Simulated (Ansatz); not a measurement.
LaAlSi in space group I4_1md (No. 109; La on 4a, Al on 4a, Si on 4a), the program Ansatz at the PBE level (PAW), all energies at zero smearing, with the estimated change up to a 700 eV cutoff added, with one set of potentials and settings (totals compare only within such a set). Cell of 6 atoms (2 La, 2 Al, 2 Si): -14850.901 eV.

```
element                reference phase  E (eV/atom)
-------  -----------------------------  -----------
La       P6_3/mmc, 4 atoms in the cell   -6250.0953
Al          Fm-3m, 1 atoms in the cell    -537.5049
Si          Fd-3m, 2 atoms in the cell    -635.8096
```

Formation energy per atom, worked out: (-14850.901 − 2×(-6250.0953) − 2×(-537.5049) − 2×(-635.8096))/6 = -0.680 eV/atom (-66 kJ per mol of atoms), at 0 K, without zero-point energy or fitted corrections.

The first step of the workflow began from a Materials Project structure, measured or hypothetical; the Crystallography Open Database copy checked does not list it. With Al and Si taken as one species the cell has the higher symmetry I4_1/amd, so it may be an ordered model of a mixed-site phase. Its standing as an ambient phase is unchecked. The cell was relaxed with PBE under the symmetry of its start; whether a distortion lowers the energy is not shown. The references are the lowest solids computed at this level, not always the standard phases. Spin–orbit coupling is left out wherever it is not named.

Potentials: the later of the program's two PAW sets.
